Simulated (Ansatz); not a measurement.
**Calculated electrostatic potentials at the P nuclei for Na3Ca3InP4**

Cell: a refined structure from the COD, ions relaxed with PBE at fixed cell.

Space group P6_3mc (No. 186); a = 9.3580, c = 7.1477 Å, γ = 120.00°.

| site | Wyckoff | site symmetry | x | y | z |
| --- | --- | --- | --- | --- | --- |
| Na | 6c | .m. | 0.1368 | 0.8632 | 0.0746 |
| Ca | 6c | .m. | 0.5286 | 0.4714 | 0.2363 |
| In | 2b | 3m. | 0.3333 | 0.6667 | 0.3558 |
| P15 | 6c | .m. | 0.1857 | 0.8143 | 0.4759 |
| P21 | 2b | 3m. | 0.3333 | 0.6667 | 0.9926 |

One atom of each set is listed.

All values are calculated (Ansatz; DFT, r2SCAN, plane waves and PAW, scalar-relativistic, 500 eV cutoff, Γ-centred 4×4×4 k-points, Fermi–Dirac smearing 0.02 eV), not measured.

The potential at a nucleus is that of all electrons and the other nuclei. A higher potential binds the core electrons more strongly, so differences between sites of one element are the initial-state part of core-level shifts.

(1) Rank the P sites by the potential at the nucleus, lowest first, and give each against the lowest.
A. P21: 1 In at 2.60 Å, 3 Ca at 2.89 Å; also 3 Na at 3.24 Å
B. P15: 1 In at 2.54 Å, 3 Na at 2.79–2.98 Å, 2 Ca at 2.97 Å; also 2 Ca at 3.33 Å

Answers

(1) B (0.00 V), A (0.20 V).
